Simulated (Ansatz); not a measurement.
Level of theory: DFT PBE, scalar-relativistic, plane waves, PAW (Ansatz). Plane waves to 420 eV, a 12×12×12 mesh through Γ for the 6-atom cell and 0.02 eV Gaussian smearing; no spin polarisation.

Formation energies are uncorrected and count from the elements' standard states at the same level.

**Question.** Propose a candidate for a tetragonal semiconductor that holds Ga and 2 more elements, with a gap near 0.6 eV, a formation energy near −0.37 eV/atom and a density near 4.75 g/cm³, in a cell of 6 atoms.

**Answer.** Ga3As2P, space group I-4m2 (No. 119). Ga on a site of symmetry -4m2 is surrounded by 4 As at 2.47 Å; Ga on a site of symmetry 2mm is surrounded by 2 P at 2.41 Å and 2 As at 2.47 Å; around P lie 4 Ga at 2.41 Å; As is surrounded by 4 Ga at 2.47 Å.

```xyz
6
Lattice="-2.0016 2.0016 8.5041 2.0016 -2.0016 8.5041 2.0016 2.0016 -8.5041" Properties=species:S:1:pos:R:3 pbc="T T T"
Ga    0.0000    0.0000    0.0000
Ga    0.0000    0.0000   11.4079
Ga    0.0000    0.0000    5.6004
P     2.0016    0.0000    4.2521
As    0.0000    2.0016    1.4512
As    0.0000    2.0016    7.0529
```

| Property | Result |
| --- | --- |
| Volume per atom | 22.71 Å³ |
| Density | 4.75 g/cm³ |
| Energy over the elements | −0.371 eV/atom |
| Gap on the 12×12×12 mesh of the 6-atom cell | 0.58 eV |

It was reached by relaxing an invented guess, and it needn't be the stable form of this composition. Other answers may fit too; this one was computed.

Kohn–Sham gaps at this level usually fall short of measured ones. The reference forms of As and P are held partly by dispersion forces, which this level lacks. Symmetry constrained the relaxation, so the result can be a saddle point.
